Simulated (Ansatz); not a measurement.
Relaxed-ion elastic tensor of BP (wurtzite, P6_3mc) in GPa (Voigt order), LDA in the plane-wave PAW code Ansatz; density 3.06 g/cm³, 11.32 Å³ per atom.

```csv
,1,2,3,4,5,6
1,427,66.0,29.4,0.0,0.0,0.0
2,66.0,427,29.4,0.0,0.0,0.0
3,29.4,29.4,481,0.0,0.0,0.0
4,0.0,0.0,0.0,138,0.0,0.0
5,0.0,0.0,0.0,0.0,138,0.0
6,0.0,0.0,0.0,0.0,0.0,181
```

**Question.** Is the crystal mechanically stable?

**Answer.** Yes: the smallest eigenvalue of C is 138 GPa.

**Question.** Work out the Voigt, Reuss and Hill averages.

**Answer.** K_V = 176, K_R = 176, K_H = 176; G_V = 172, G_R = 166, G_H = 169 GPa.

**Question.** Give Young's modulus, Poisson's ratio, Pugh's ratio and the universal anisotropy index.

**Answer.** E = 9KG/(3K + G) = 385 GPa; ν = 0.14; K/G = 1.04 (brittle by the Pugh limit of 1.75); A_U = 5G_V/G_R + K_V/K_R − 6 = 0.17.

**Question.** Estimate the sound speeds and the Debye temperature.

**Answer.** v_l = √((K + 4G/3)/ρ) = 11500 m/s, v_t = √(G/ρ) = 7430 m/s, mean 8150 m/s; Θ = (h/k)(3n/4πV)^(1/3) v_m = 1080 K.

**Question.** How much does each axis shrink under pressure?

**Answer.** Linear compressibilities β_i = Σ_j S_ij (j = 1 to 3): x 1.9, y 1.9, z 1.8 per TPa.

The first step of the workflow began from a Materials Project structure, measured or hypothetical; the Crystallography Open Database copy checked does not list it. It is not the phase usual at ambient conditions (space group No. 216). The LDA relaxation kept the symmetry of its start; phonons on a q-mesh show no instability.

Potentials: the later of the program's two PAW sets.
